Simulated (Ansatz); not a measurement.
Total density of states per atom from plane-wave PAW r²SCAN (Ansatz code), in 0.25 eV bins, energy from the Fermi level:

```
E (eV) | states/eV/atom
    -7.85 |  0.00
    -7.60 |  0.00
    -7.35 |  0.00
    -7.10 |  0.00
    -6.85 |  0.02
    -6.60 | ## 0.27
    -6.35 | # 0.19
    -6.10 | # 0.14
    -5.85 | # 0.12
    -5.60 | # 0.22
    -5.35 | ## 0.32
    -5.10 | ### 0.41
    -4.85 | ### 0.48
    -4.60 | #### 0.62
    -4.35 | #### 0.54
    -4.10 | ### 0.47
    -3.85 | ### 0.51
    -3.60 | ####### 1.03
    -3.35 | ##### 0.74
    -3.10 | ## 0.31
    -2.85 | ## 0.36
    -2.60 | ## 0.29
    -2.35 | #### 0.57
    -2.10 | ##### 0.83
    -1.85 | ##### 0.80
    -1.60 | ##### 0.71
    -1.35 | ### 0.45
    -1.10 | #### 0.66
    -0.85 | ###### 0.97
    -0.60 | ###### 0.85
    -0.35 | #### 0.62
    -0.10 | # 0.22
     0.15 |  0.03
     0.40 |  0.03
     0.65 |  0.04
     0.90 | # 0.10
     1.15 | # 0.16
     1.40 | ## 0.24
     1.65 | ### 0.38
     1.90 | ### 0.42
     2.15 | ## 0.31
     2.40 | ## 0.32
     2.65 | ## 0.36
     2.90 | ### 0.48
     3.15 | #### 0.65
     3.40 | #### 0.60
     3.65 | ####### 1.00
     3.90 | ################# 2.59
     4.15 | ############################## 4.52
```

### Question
Which of these materials gives this?
(A) La2WN4, I4/mmm (La on 4e, W on 2a, N on 4e, N on 4c)
(B) LaSiRu, P4/nmm (La on 2c, Si on 2c, Ru on 2a)
(C) Sr3BiN, anti-perovskite
(D) CsAs2Ir2, I4/mmm (Cs on 2a, As on 4e, Ir on 4d)

### Answer
A, La2WN4, I4/mmm (La on 4e, W on 2a, N on 4e, N on 4c). Within 0.5 eV of the Fermi level: N 2p 81 %, La 5d 6 %. Projections are on Löwdin-orthogonalised atomic valence shells; empty p or d shells of many metals are not among them.

The start of the workflow was typed in or built on a structure type; neither database checked (COD, Materials Project) lists it. Its standing as an ambient phase is unchecked. Symmetry was held in the r²SCAN relaxation; whether a distortion lowers the energy is not shown. The workflow began spin-polarised and lost its moments. Scalar-relativistic: spin–orbit coupling is off unless named, which matters more the heavier the elements.

Potentials: the later of the program's two PAW sets.
